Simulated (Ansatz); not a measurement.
TiAl₃ in space group I4/mmm (No. 139; Al on 2b, Al on 4d, Ti on 2a) at seven volumes, DFT-PBE in the program Ansatz with PAW potentials, shape and atoms relaxed at each. One row is withheld.

```tsv
V (Å³/atom)	P (GPa)
14.501	12.07
14.980	7.42
15.458	3.43
15.936	0.00
16.414	-2.94
16.892	-5.46
17.370	?
```

Problem. Fit the shown pressures and predict the withheld one.

Solution. P = (3/2)B₀(x^(7/2) − x^(5/2))[1 + (3/4)(B′ − 4)(x − 1)] with x = (V₀/V)^(2/3). Least squares on the six rows gives V₀ = 15.937 Å³/atom, B₀ = 106 GPa, B′ = 4.05. At V = 17.370, x = 0.9442 and P = -7.67 GPa. The run itself gave -7.62 GPa.

The PBE relaxation kept the symmetry of its start. The run is not spin-polarised.

Potentials: the later of the program's two PAW sets.
